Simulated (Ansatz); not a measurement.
Zn: stationary points along a deformation path

The calculation used DFT LDA, scalar-relativistic, plane waves, PAW in Ansatz. Cutoff 420 eV, Γ-centred 30×30×30 k-points, Gaussian smearing of 0.15 eV. No spin polarisation. Energies are free energies at this smearing, counted from the undisturbed cell; pressure is positive in compression.

The undisturbed cell (relaxed at this level; with this scan's settings it stands at 0.1 GPa; this bcc form isn't the usual structure):

```
CELL_PARAMETERS angstrom
-1.50578 1.50578 1.50578
1.50578 -1.50578 1.50578
1.50578 1.50578 -1.50578
ATOMIC_POSITIONS crystal
Zn 0.00000 0.00000 0.00000
```

At fixed volume and fractional coordinates, lengths along (0.577, 0.577, 0.577) are scaled against those across it; ρ is that ratio over its starting value. V = 13.657 Å³/atom. Δσ is the stress along the axis less the mean stress across it (compression positive).

```
    ρ  ΔE (meV/atom)  Δσ (GPa) space group
0.500         5342.6    456.16         R-3m
0.710          578.9     92.32         R-3m
1.000            0.0      0.00        Im-3m
1.410          122.2    -13.66         R-3m
2.000          300.6      0.00        Pm-3m
```

Question: How does the stress give the slope of the energy, and where is the energy stationary?

Answer: Along the path d ln(length) is 2/3 d ln ρ on the axis and −1/3 d ln ρ across it, so dE/d ln ρ = −(2/3) V Δσ: the energy falls with ρ where Δσ is positive. Δσ vanishes or changes sign at ρ = 1.000 (Im-3m), a minimum at 0.0 meV/atom; at ρ = 2.000 (Pm-3m, an end of the scan), at 300.6 meV/atom. Pairs of stationary points between two samples would go unseen, and could change a minimum read from distant neighbours into a maximum. At ρ = 1.000, 2.000 the cell is cubic, where symmetry alone makes the stress isotropic and the slope zero.

In a metal these slopes depend on the k mesh and the smearing.